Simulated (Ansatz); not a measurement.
Pt (fcc (Cu type), Fm-3m) under volume change, plane-wave PAW r²SCAN (Ansatz code), scaled uniformly.

| V (Å³/atom) | E − E(relaxed) (meV/atom) | P (GPa) |
|---|---|---|
| 13.917 | 128.3 | 33.02 |
| 14.375 | 53.2 | 19.86 |
| 14.834 | 12.4 | 8.98 |
| 15.293 | 0.0 | 0.00 |
| 15.752 | 10.9 | -7.40 |
| 16.211 | 41.1 | -13.45 |
| 16.669 | 86.9 | -18.41 |

Q: What does a third-order Birch–Murnaghan fit give for V₀, B₀ and B′?

A: V₀ = 15.29 Å³/atom, B₀ = 271 GPa, B′ = 5.5.

The r²SCAN relaxation kept the symmetry of its start. The run is not spin-polarised. Scalar-relativistic: spin–orbit coupling is off unless named, which matters more the heavier the elements.

Potentials: the later of the program's two PAW sets.
